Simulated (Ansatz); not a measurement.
The calculation used DFT PBE, scalar-relativistic, plane waves, PAW in Ansatz. Settings: cutoff 420 eV, Γ-centred meshes spaced at most about 0.3 Å⁻¹, and about 0.25 Å⁻¹ or finer for metals (2π included), Gaussian smearing. Collinear spin in cells that started with moments and kept them past the coarse steps, no spin elsewhere.

Temperature and zero-point effects are left out. All come from trial cells, and lower structures may exist.

Task: Order these relaxed structures of KEuCu₃ by energy, lowest first, with the energy over the lowest of them.
A.

```
CELL_PARAMETERS angstrom
5.61574 0.00000 0.00000
0.00000 5.61574 0.00000
0.00000 0.00000 5.61574
ATOMIC_POSITIONS crystal
K 0.00000 0.00000 0.00000
Eu 0.50000 0.50000 0.50000
Cu 0.50000 0.50000 0.00000
Cu 0.50000 0.00000 0.50000
Cu 0.00000 0.50000 0.50000
```

B.

```
CELL_PARAMETERS angstrom
5.31312 0.00000 0.00000
0.00000 5.31312 0.00000
0.00000 0.00000 5.31312
ATOMIC_POSITIONS crystal
K 0.50000 0.50000 0.50000
Eu 0.00000 0.00000 0.00000
Cu 0.00000 0.50000 0.50000
Cu 0.50000 0.50000 0.00000
Cu 0.50000 0.00000 0.50000
```

Result: A (0 meV/atom), B (256 meV/atom). Forms: A antiperovskite type, Pm-3m, moments up to 6.7 μB; B antiperovskite type, Pm-3m, moments up to 6.9 μB. Counting all near atoms (those within 1.25 times the shortest distance at each site; a plus sign parts nearer from farther groups): A has K 12+8, Eu 6, Cu 2; B has K 6, Eu 12+8, Cu 2. Even the lowest lies +0.72 eV/atom against the elements.

The 4f shell of Eu is treated without a Hubbard U, which places its levels poorly. Another magnetic order may lie lower. Cells relaxed within their symmetry can be saddle points. Some structure types and database cells were kept out of the candidates from the start, so a known form may be missing.
